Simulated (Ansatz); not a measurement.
An Ansatz input:

```yaml
crystal:
  lattice:
    - [1.8844875098, 0.0, 0.0]
    - [0.0, 1.8844875098, 0.0]
    - [0.0, 0.0, 1.8844875098]
  atoms:
    - { symbol: B, position: [0.0, 0.0, 0.0] }
hamiltonian:
  xc: r2scan
  pseudopotentials:
    kind: paw
    azcp:
      B: "pseudopotentials/B.paw.azcp"
basis:
  ecutwfc: 500
  fft_grid_basis: typed
kpoints:
  mp_grid: { grid: [27, 27, 27], shift: [0, 0, 0] }
magnetization:
  spin_polarized: false
scf:
  occupations: { method: fermi_dirac, width: 0.1 }
```

and its output:

```
Engine: ansatz 0.2.0, x86_64-unknown-linux-gnu
Pseudopotentials: kind: paw
Pseudopotential: B, paw, valence charge 3, recommended cutoff 500 eV (meta_gga) 
Functional definition: r2SCAN
  parameter k0 = 0.174
  parameter k1 = 0.065
  parameter a1 = 4.9479
  exchange = r2scan_x(k0 = k0, k1 = k1, a1 = a1)
  correlation = r2scan_c
Crystal: 1 atoms, lattice volume = 6.692 Å³
Basis set: ecut = 500 eV, 171 PW (Γ), exchange–correlation on 60×60×60 points (64 copies of the dense FFT grid, shifted against one another)
Bands: 6, of which v1, the nominal top of the filled ones, is band 2 counted from 1 (1 counted from 0)
Symmetry: 48 space group operations
Space group: Pm-3m (ITA 221), of the structure as read, at distance tolerance 1.9e-5 Å
k-points: 560 of 19683
Non-local potential: B, projectors of the file, l = 0: 2, l = 1: 2, l = 2: 1
PAW form: soft (Blöchl's): semilocal exchange-correlation on the pseudo side does not see the compensation charge
PAW frozen core: B, regenerated for the run's functional (the file was generated under x = pbe(κ = 0.804, μ = 0.2195149727645171), c = pbe(β = 0.06672455060314922))
PAW one-centre angular grid: B, 302 points (default); XC on 160 Gauss nodes
Initial density: superposition of atomic densities (neutral atoms: chi_scale 0, normalization atom), corrected by the library's trained network
Initial wavefunctions: pseudopotential atomic-orbital guess
Functional: x = r2scan, c = r2scan; τ floored in thin density (d = 2e-4 eV/Å³)
SCF iter   1: F=—  HF=-155.314733 eV  |F-HF|=—  |Δ(HF+E_count)|=         —  Δρ=6.23e-3  dr2=1.18e-3  dr2_τ=7.57e-2  ethr=1.77e-3  ⟨swp⟩=5.0  Hψ=26488  notcnv=0
SCF iter   2: F=—  HF=-155.348686 eV  |F-HF|=—  |Δ(HF+E_count)|=   3.40e-2  Δρ=4.72e-3  dr2=6.31e-4  dr2_τ=1.30e-5  ethr=3.92e-5  ⟨swp⟩=2.0  Hψ=11056  notcnv=0  defer=144
SCF iter   3: F=—  HF=-155.349479 eV  |F-HF|=—  |Δ(HF+E_count)|=   7.93e-4  Δρ=1.81e-3  dr2=9.80e-5  dr2_τ=7.37e-6  ethr=2.10e-5  ⟨swp⟩=2.0  Hψ=5172  notcnv=0  defer=144
SCF iter   4: F=—  HF=-155.349568 eV  |F-HF|=—  |Δ(HF+E_count)|=   8.88e-5  Δρ=3.48e-4  dr2=3.87e-6  dr2_τ=7.46e-8  ethr=3.27e-6  ⟨swp⟩=1.9  Hψ=4072  notcnv=0  defer=143
iter 5 did not close the SCF: its close was put off for the readings that it lacked (scf_convergence_deferred on its scf_iter line)
SCF iter   5: F=-155.349570 eV  HF=-155.349570 eV  |F-HF|=1.84e-8  |Δ(HF+E_count)|=   2.15e-6  Δρ=1.38e-5  dr2=8.60e-9  dr2_τ=1.09e-9  ethr=1.29e-7  ⟨swp⟩=1.9  Hψ=4128  notcnv=0  defer=143
SCF iter   6: F=-155.349570 eV  HF=-155.349570 eV  |F-HF|=5.44e-9  |Δ(HF+E_count)|=   1.50e-8  Δρ=1.07e-5  dr2=2.97e-9  dr2_τ=1.40e-10  ethr=2.87e-10  ⟨swp⟩=1.0  Hψ=9127  notcnv=0
SCF 1 converged in 6 iterations: F = -155.349570 eV  dr2 = 2.97e-9
SCF converged after 6 iterations
Free energy (F): -155.349570 eV
Harris-Foulkes:  -155.349570 eV  (|F-HF|=5.44e-9)
Internal energy: -155.341008 eV  (E = F + TS)
E sigma→0 (E₀):  -155.345289 eV
Entropy (-TS):   -0.008562 eV (-8.562 meV/atom)
Fermi energy:    10.501481 eV
--- Per-component energies (eV) ---
  E_band       = 12.616749
  E_kinetic    = 46.525420
  E_local      = -6.504807  (includes V_loc(G=0)·N_el)
  E_nonlocal   = 12.007172
  E_hartree    = 0.968044
  E_xc         = -30.830066
  E_vxc        = -40.683464  (∫ρ·V_xc dr)
  E_paw        = -79.927399  (= ΣΔE_a)
  E_vpaw       = -2.701501  (= ΣTr[D̂ρ^β])
  E_aug_tail   = -0.000002  (compensation charges beyond the density's cutoff)
  E_vtau       = 2.037852  (kinetic-family band-sum trace: ∫τ·v_τ [+ j·A + Jᵃ·Aᵃ] dr)
  E_ewald      = -97.560928
  E_core_change = -0.018442  (= ΣΔE_core)
  E_smearing   = -0.008562  (= −TS)
  E_closure    = 0.000000  (closes the sum)
  Σ components = -155.349570   (vs F -155.349570, Δ=0.00e0)
```

Command:

```sh
ansatz run input.yaml --threads 1 --pin off --max-ram 3584MiB --backend cpu --events-out ev --progress --plain --runs-dir out
```

On 1 thread of Intel(R) Xeon(R) Platinum 8259CL CPU @ 2.50GHz (Skylake/Cascade Lake) (shared host) this took about 4.7 s of wall time and 4.7 s of CPU time.
